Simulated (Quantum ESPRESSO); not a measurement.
# ReRh6Al: a guest atom moved from site to site

A calculation, not a measurement. The program is pw.x of Quantum ESPRESSO 7.5 (plane-wave density functional theory). The cell is made up: eight metal atoms on a face-centred cubic lattice, with elements, volume, strain and displacements drawn at random and not relaxed, so it may be unstable or far from any real phase. PseudoDojo standard norm-conserving files set the functional (PBE unless stated); there is no spin polarisation or spin-orbit coupling, the Fermi-Dirac width of 0.25 eV means electrons at about 2900 K, and the masses in the input are unused placeholders. Heavy elements are run without spin-orbit coupling, which real alloys of them have. A spin test at this wide smearing found no moment, but such smearing suppresses magnetism that the real alloy may have.

The runs move one Re atom among sites that otherwise hold Rh. Cell, positions, cutoff, mesh and smearing stay as in the input of run 1; sites are counted in its order. Stress in the tables is positive in tension.

Input of run 1:

```
&control calculation='scf', pseudo_dir='./dojo.nc.sr.pbe.v0_5.standard.upf', outdir='./o', disk_io='medium', tprnfor=.true., tstress=.true. /
&system ibrav=0, nat=8, ntyp=3, nbnd=77, ecutwfc=87.97787729, nosym=.true., tot_charge=0,
 occupations='smearing', smearing='fd', degauss=0.0183746611
/
&electrons conv_thr=1.470e-08, electron_maxstep=70, mixing_beta=0.5 /
ATOMIC_SPECIES
Al 1.0 Al.upf
Re 1.0 Re.upf
Rh 1.0 Rh.upf
CELL_PARAMETERS angstrom
0.0 1.9776 1.9776
-3.9551 1.9776 -1.9776
-3.9551 -5.9326 5.9326
ATOMIC_POSITIONS angstrom
Re 0.0524 0.0301 -0.0108
Rh -3.9469 -3.9175 3.9431
Rh -3.8984 -2.0792 1.8933
Rh -3.974 -0.0847 0.0142
Rh -1.9792 -2.0345 3.8793
Rh -1.9456 -0.0886 2.0116
Al -2.015 1.9857 -0.0904
Rh -5.9523 -1.9135 4.0137
K_POINTS automatic
8 5 3 1 1 1
```

```
run  elements on sites 1 to 8  free energy less that of run 1 (eV)  -TS (eV)  pressure (GPa)  stress xx (GPa)  stress yy (GPa)  stress zz (GPa)  stress yz (GPa)  stress xz (GPa)  stress xy (GPa)  iterations
  1   Re Rh Rh Rh Rh Rh Al Rh                                0.000    -2.136          -14.60            14.26            14.87            14.67            -0.40            -0.35             0.54          21
  2   Rh Re Rh Rh Rh Rh Al Rh                               -0.445    -2.026          -15.00            15.47            14.78            14.74            -0.85             0.98            -0.89          20
  3   Rh Rh Rh Re Rh Rh Al Rh                               -0.502    -2.000          -15.25            15.97            15.10            14.69            -1.02             0.90            -0.62          22
  4   Rh Rh Rh Rh Rh Re Al Rh                               -0.736    -1.931          -15.63            17.20            14.97            14.72            -0.72             0.43            -0.10          21
  5   Rh Rh Rh Rh Rh Rh Al Re                               -0.608    -1.973          -15.19            17.31            13.90            14.36            -0.24             0.26            -0.36          18
```

Forces Fx Fy Fz (eV/Å):

| site | run 1 | run 2 | run 3 | run 4 | run 5 |
| --- | --- | --- | --- | --- | --- |
| 1 | -0.80 -0.16 -0.09 | -0.82 -0.06 0.03 | -0.28 -0.41 0.31 | -0.94 -0.38 0.31 | -0.01 -0.16 0.04 |
| 2 | -0.11 -0.44 0.47 | 0.73 0.11 -0.31 | -0.41 -0.38 0.40 | -0.21 -0.33 0.30 | -0.24 -0.21 0.08 |
| 3 | -0.32 0.28 0.17 | -0.28 0.03 0.51 | -0.47 0.59 -0.11 | 0.17 0.57 -0.09 | -0.83 -0.03 0.45 |
| 4 | 0.45 0.49 -0.48 | 0.74 0.44 -0.41 | -0.27 -0.17 0.15 | 0.53 0.31 -0.37 | 0.56 0.40 -0.40 |
| 5 | 0.14 -0.13 0.35 | -0.57 -0.49 0.67 | 0.89 0.14 0.01 | 0.07 0.22 -0.02 | 0.23 -0.43 0.70 |
| 6 | 0.54 0.60 -0.70 | 0.20 0.42 -0.52 | 0.11 0.42 -0.52 | 0.17 -0.18 0.11 | 0.15 0.48 -0.52 |
| 7 | 0.40 -0.29 0.50 | -0.24 -0.30 0.48 | 0.39 -0.04 0.15 | 0.13 -0.01 0.11 | 0.10 -0.51 0.59 |
| 8 | -0.30 -0.34 -0.21 | 0.24 -0.16 -0.44 | 0.05 -0.16 -0.39 | 0.09 -0.21 -0.36 | 0.03 0.46 -0.94 |

The sites are displaced and not relaxed, so the energy differences hold strain from misfit and are not ordering energies. A rerun of one cell of this series at a higher cutoff and on a denser mesh moved values by no more than 0.010 eV in energy, 0.15 GPa in stress and 0.008 eV/Å in force, and a second program with other atomic files agreed on that cell to 2 % rms in force and 0.5 GPa in pressure.